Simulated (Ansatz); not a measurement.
CdS (zinc blende), relaxed with HSE06 (Ansatz, a quantum-chemistry and plane-wave program, plane waves, PAW): a = b = c = 5.8861 Å, α = β = γ = 90.00°.

```
Property              Value
--------------------  -----
gap (eV)               2.10
B₀ by P(V) fit (GPa)   59.4
```

### Question
The same phase is relaxed and computed with PBE in the same code. What are the cell and these values now?

### Answer
a = 5.927 Å, b = 5.927 Å, c = 5.927 Å, α = 90.00°, β = 90.00°, γ = 90.00°.

* **gap (eV)**: 1.04
* **B₀ by P(V) fit (GPa)**: 53.4

All cells were relaxed under the symmetry of their starts (and spin orders); stability against distortions was not tested throughout. Spin–orbit coupling is left out wherever it is not named.

Potentials: the later of the program's two PAW sets.

Ansatz is a plane-wave DFT program.
